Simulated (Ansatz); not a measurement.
# O-17 NMR of the central transition in K2Se2O7

Cell: a Materials Project structure (computed, not necessarily an observed phase), taken as it stands.

Space group C2/c (No. 15); a = 12.8292, b = 7.5414, c = 7.4904 Å, β = 93.41°.

| site | Wyckoff | site symmetry | x | y | z |
| --- | --- | --- | --- | --- | --- |
| K | 8f | 1 | 0.6463 | 0.1473 | 0.3648 |
| Se | 8f | 1 | 0.6060 | 0.6792 | 0.3711 |
| O9 | 8f | 1 | 0.5547 | 0.7995 | 0.5239 |
| O13 | 8f | 1 | 0.6618 | 0.8029 | 0.2260 |
| O17 | 8f | 1 | 0.1755 | 0.0115 | 0.4432 |
| O21 | 4e | 2 | 0.5000 | 0.5648 | 0.2500 |

One atom of each set is listed; the run and its k-mesh use a cell of 22 atoms with edges of 7.44, 7.44, 7.49 Å.

All values are calculated (Ansatz; DFT, LDA, plane waves and PAW, scalar-relativistic, 420 eV cutoff, Γ-centred 4×4×3 k-points, Fermi–Dirac smearing 0.02 eV), not measured.

O-17 has I = 5/2 and Q = -25.58 mb (Pyykkö 2018); at 9.4 T its Larmor frequency is ν₀ = 54.3 MHz. Only the quadrupole interaction is simulated: positions count from each site's isotropic chemical shift, and J coupling is left out, as are shift anisotropy and dipolar coupling, which fast spinning averages.

**Question.** Give C_Q, η, the quadrupolar product P_Q = |C_Q|(1 + η²/3)^½, the second-order isotropic shift and the breadth of the pattern (fast magic-angle spinning) for each O site.

**Answer.** 

```tsv
site	first shell	C_Q (MHz)	η	P_Q (MHz)	δ_QIS (ppm)	breadth (kHz)
O9	1 Se at 1.63 Å; also 3 K at 2.78–3.14 Å	-10.6	0.15	10.7	-232	28.1
O13	1 Se at 1.63 Å; also 3 K at 2.73–2.85 Å	-10.5	0.11	10.5	-227	27.2
O17	1 Se at 1.62 Å; also 2 K at 2.83–2.89 Å	-10.8	0.18	10.8	-239	29.2
O21	2 Se at 1.81 Å, angle 123°	-9.67	0.89	10.9	-240	29.2
```

δ_QIS = −(ν_Q²/30ν₀²)[I(I+1) − 3/4](1 + η²/3) × 10⁶ ppm with ν_Q = 3|C_Q|/[2I(2I−1)]; it falls as 1/B₀² in ppm, and the breadth as 1/B₀ in kHz.

The broadest static pattern spans 98 kHz. The table holds for spinning faster than that; slower spinning leaves sidebands.

At O9, O13 and O17 V_zz points along its bond to Se (within 3°) in each case.
